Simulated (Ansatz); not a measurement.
Consider the following.

LiNbO₃:
```yaml
crystal:
  lattice:
    - [2.56711, 1.48212, 4.60888]
    - [-2.56711, 1.48212, 4.60888]
    - [0.00000, -2.96425, 4.60888]
  atoms:
    - { symbol: Li, position: [0.70674, 0.70674, 0.70674] }
    - { symbol: Li, position: [0.20674, 0.20674, 0.20674] }
    - { symbol: Nb, position: [0.98909, 0.98909, 0.98909] }
    - { symbol: Nb, position: [0.48909, 0.48909, 0.48909] }
    - { symbol: O, position: [0.87834, 0.26896, 0.62749] }
    - { symbol: O, position: [0.62749, 0.87834, 0.26896] }
    - { symbol: O, position: [0.26896, 0.62749, 0.87834] }
    - { symbol: O, position: [0.76896, 0.37834, 0.12749] }
    - { symbol: O, position: [0.37834, 0.12749, 0.76896] }
    - { symbol: O, position: [0.12749, 0.76896, 0.37834] }
```

This is the PBEsol-relaxed structure. x, y and z are the axes in which the lattice vectors are written.

Task: All from PBEsol in the plane-wave PAW code Ansatz, unless another level is named. Predict the smallest direct gap on the standard path.

Result: 3.54 eV.

Task: What about the HSE06 gap on the PBEsol cell?

Result: 4.99 eV.

Task: Give the conduction-band minimum.

Result: off the standard path, at k = (-0.094, -0.094, 0.026) in fractions of the reciprocal vectors.

Task: And the valence-band maximum?

Result: off the standard path, at k = (0.135, 0.135, 0.146) in fractions of the reciprocal vectors.

Space group R3c. Symmetry was held in the PBEsol relaxation. No spin polarisation was allowed. Scalar-relativistic: spin–orbit coupling is off unless named, which matters more the heavier the elements.

Potentials: the earlier of the program's two PAW sets. The files were generated under PBE; for other functionals the program regenerates the frozen cores, and for LDA and PBEsol the local potential too.
